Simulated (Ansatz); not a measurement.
CsSnI3 (cubic perovskite)

```
CELL_PARAMETERS angstrom
      6.27122     0.00000     0.00000
      0.00000     6.27122     0.00000
      0.00000     0.00000     6.27122
ATOMIC_POSITIONS crystal
  Cs 0.00000 0.00000 0.00000
  Sn 0.50000 0.50000 0.50000
  I  0.00000 0.50000 0.50000
  I  0.50000 0.50000 0.00000
  I  0.50000 0.00000 0.50000
```

In each cell atom 5 (I, nearest neighbour Sn at 3.136 Å; its periodic images, 6.3 Å or more away, move with it) moves by s·(0.707, 0.707, 0.000) (along Cartesian [110]), the rest being held.

All values below come from PBE (plane waves to 420 eV, PAW, scalar-relativistic; Ansatz, a program for electronic structure). k mesh 5×5×5 (Γ-centred), Fermi-Dirac smearing 0.05 eV. Energies are smeared free energies. CsSnI3 was relaxed with its symmetry unable to fall. Spin-orbit coupling is left out, though I is heavy. The PAW data are Ansatz's earlier set. This is a high-temperature form of CsSnI3. The zero of ΔE is the undisplaced structure.

```tsv
s (Å)	ΔE (meV/cell)
-0.940	840
-0.752	442
-0.564	withheld
-0.376	70
-0.188	14
0.000	0
0.188	14
0.376	70
0.564	withheld
0.752	442
0.940	840
```

Question: Fit an even polynomial form (powers 2, 4, 6) to the given rows and predict ΔE at s = 0.564.

Answer: Least squares on the 9 given rows: ΔE = (382.0)·s² + (818.9)·s⁴ + (-198.4)·s⁶, in meV/cell with s in Å; root-mean-square residual 0.3 meV/cell. At 0.564 the fit gives 198 meV/cell; the calculation gives 199 meV/cell, so the interpolation is off by -1 (-0.5 %). The quadratic term alone would give 122 meV/cell.

(A displaced cell: forces are minus the slopes of the energy, force constants its curvatures, and phonons follow from these.)
